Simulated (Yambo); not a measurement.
Yambo run on Rb₂ScAgCl₆ (space group Fm-3m, No. 225). The wavefunctions are norm-conserving PBEsol (Quantum ESPRESSO, 82 Ry, scalar-relativistic) ones on a 2×2×2 mesh (45 occupied bands); a = b = c = 7.410 Å, α = β = γ = 60.00°.

Yambo input:

```
rim_cut
gw0
dyson
el_el_corr
HF_and_locXC
ppa
em1d
RandQpts= 1000000
RandGvec= 1 Ry
EXXRLvcs= 82 Ry
VXCRLvcs= 328 Ry
Chimod= "HARTREE"
% BndsRnXp
 6 | 305 |
%
NGsBlkXp= 3 Ry
% LongDrXp
 1.0 | 1.0 | 1.0 |
%
PPAPntXp= 27.2114 eV
% GbndRnge
 1 | 305 |
%
GTermKind= "BG"
DysSolver= "n"
ExtendOut
% QPkrange
 2 | 2 | 45 | 46 |
 3 | 3 | 46 | 46 |
%
```

k points by index: 2 = L, 3 = X.

The o-*.qp file then holds:

```
#    K-point    Band    Eo [eV]    E [eV]    E-Eo [eV]    Vxc [eV]    Vnlxc [eV]    Sc|Eo [eV]    Sc|E [eV]    dSc/dw|Eo [eV]    Re(Z)    Im(Z)
#
    2    45    0.000000    -1.256662    -1.256662    -20.24871    -25.33178    3.524713    3.826407    -6.531998    0.806419    -0.001429
    2    46    3.240853    5.133573    1.892721    -16.31460    -8.870343    -5.050889    -5.551534    -7.196814    0.790836    -0.001748
    3    46    3.237457    4.920238    1.682781    -15.15341    -9.073148    -4.015889    -4.397478    -6.169944    0.815166    -0.001355
```
(The two width columns are left out.) Convergence of these settings isn't established.

Spin-orbit coupling is not included.

Geometry of the Materials Project entry, not relaxed at this level.

The structure is a Materials Project entry; no match was found in the copy of COD used, and its stability was not checked.
